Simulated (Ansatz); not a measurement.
Here is an unrelaxed guess for Au.

This is a two-dimensional sheet: the third axis spans vacuum and isn't periodic.

```yaml
crystal:
  periodic: [true, true, false]
  lattice:
    - [5.02441, 0.00000, 0.00000]
    - [-2.51220, 4.35126, 0.00000]
    - [0.00000, 0.00000, 15.00000]
  atoms:
    - { symbol: Au, position: [0.33333, 0.66667, 0.51404] }
    - { symbol: Au, position: [0.66667, 0.33333, 0.48596] }
    - { symbol: Au, position: [0.00000, 0.00000, 0.50000] }
```

Computed with Ansatz 0.2.0, DFT PBE, scalar-relativistic, plane waves, PAW. Cutoff 420 eV; k points 6×6×1 on the computed 3-atom cell (Γ-centred); Gaussian smearing, width 0.10 eV; no spin polarisation.

Energies count from the standard state of Au at the same level.

Q: What does a single point on this coarse mesh give?

A: The largest force is 0.57 eV/Å, and the energy is +0.44 eV/atom against the standard state. The shortest distance is 2.91 Å.

Q: Is it a good guess?

A: A fair one: relaxing gains about 0.18 eV/atom (the start's value is from the coarse mesh, so the gain is rough) in 9 ionic steps and ends at +0.27 eV/atom on the finer mesh. The symmetry goes from p-3m1 (No. 72) to p6/mmm (No. 80). The area per atom shrinks by 10.7 %, from 7.3 to 6.5 Å². The shortest distance goes from 2.91 Å (Au–Au) to 2.74 Å (Au–Au). In-plane cell: a = 4.749 Å, b = 4.749 Å, γ = 120.0°, thickness 0.00 Å between the outermost nuclei. Au at height 0.00 Å has 6 Au at 2.74 Å.

The last run used a 12×12×1 mesh for its 3-atom cell and Gaussian smearing of 0.10 eV. Spin–orbit coupling, which can matter for Au, is left out. The relaxation can't lower the symmetry of the start, and the grade says only how near the guess is to its own end. A structure relaxed within its symmetry needn't be a true minimum.
